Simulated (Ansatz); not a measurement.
SiO₂:
```
SiO2
1.0
   -4.92017     4.27185     2.55117
    4.92017    -4.27185     2.55117
    4.92017     4.27185    -2.55117
Si O
4 8
Cartesian
  5.82631   1.28251  -0.00198
 -0.90614   2.98935   2.54918
  4.01403  -2.98935   2.54918
  0.90614   7.26120  -0.00198
  5.50005   2.45100  -1.06839
 -0.57988   1.82085   1.48278
  4.34029  -1.82085   1.48278
  5.50005   1.82085   1.48278
  0.00000   0.00000   4.78493
  0.00000   4.27185   2.23377
 -2.46008   3.41455   2.43038
  7.38025   0.85730  -0.12079
```

This is the r²SCAN-relaxed structure. x, y and z are the axes in which the lattice vectors are written.

Task: All from DFT-r²SCAN in the program Ansatz with PAW potentials, unless another level is named. Estimate the smallest direct gap on the standard path.

Result: 6.70 eV.

Task: And the formation energy from the elements (no fitted shifts)?

Result: -2.97 eV/atom.

Task: What about the band gap?

Result: 6.46 eV (indirect).

Task: And the HSE06 gap on the r²SCAN cell?

Result: 7.45 eV.

Task: Next, the conduction-band minimum?

Result: at Γ.

Task: What about the valence-band maximum?

Result: off the standard path, at k = (0.188, 0.448, -0.448) in fractions of the reciprocal vectors.

Space group Ima2. The first step of the workflow began from a Materials Project structure, measured or hypothetical; the Crystallography Open Database copy checked does not list it. It is not the phase usual at ambient conditions (space group No. 92, 152, 154). The r²SCAN relaxation kept the symmetry of its start; its stability against distortions is not shown here. The references are the lowest solids computed at this level, not always the standard phases (solids in place of the gases).

Potentials: the earlier of the program's two PAW sets. The files were generated under PBE; for other functionals the program regenerates the frozen cores, and for LDA and PBEsol the local potential too.
